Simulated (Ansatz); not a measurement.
MgSe (rock salt) is sheared across one {100} plane: the third cell vector gains the shift, so faults repeat every 8.2 Å. The cut lies between planes 2.74 Å apart; the cell height is held.

```
CELL_PARAMETERS angstrom
      3.86945     0.00000     0.00000
      0.00000     3.86945     0.00000
      1.93472     1.93472     8.20834
ATOMIC_POSITIONS crystal
  Se 0.00000 0.00000 0.83333
  Se 0.33333 0.33333 0.16667
  Se 0.66667 0.66667 0.50000
  Mg 0.50000 0.50000 0.83333
  Mg 0.83333 0.83333 0.16667
  Mg 0.16667 0.16667 0.50000
```

In-plane vectors a = (3.869, 0.000) Å, b = (0.000, 3.869) Å, area 14.97 Å². The shift is s times the vector a + b (length 5.472 Å), so s = 1 restores the start. Atoms relax along the normal only. γ = [E(shift) − E(0)] / area.

Computed with r2SCAN (plane waves to 500 eV, PAW, scalar-relativistic; Ansatz, a program for electronic structure). k mesh 7×7×7 (Γ-centred), Fermi-Dirac smearing 0.05 eV. E is the zero-smearing estimate. Faults lie only 8.2 Å apart, and holding the cell height raises γ above its relaxed value. MgSe was relaxed with its symmetry unable to fall. The zero of γ is zero shift.

```
s      γ (mJ/m²)
-----  ---------
0.000          0
0.083        132
0.167        525
0.250       1053
0.333   withheld
0.417       1855
0.500       1972
0.583       1855
0.667   withheld
0.750       1053
0.833        525
0.917        132
```

Q: Fit a Fourier form (three harmonics of 1 − cos and sin) to the given rows and predict γ at s = 0.667.

A: Least squares on the 10 given rows: γ = (994.1)·[1 − cos(2πs)] + (34.3)·[1 − cos(4πs)] + (-12.0)·[1 − cos(6πs)], in mJ/m²; root-mean-square residual 4.5 mJ/m². At 0.667 the fit gives 1543 mJ/m²; the calculation gives 1528 mJ/m², so the interpolation is off by 15 (+1.0 %). 

(The slope of γ gives the shear force per area between the displaced halves; near zero shift its curvature is an elastic stiffness.)
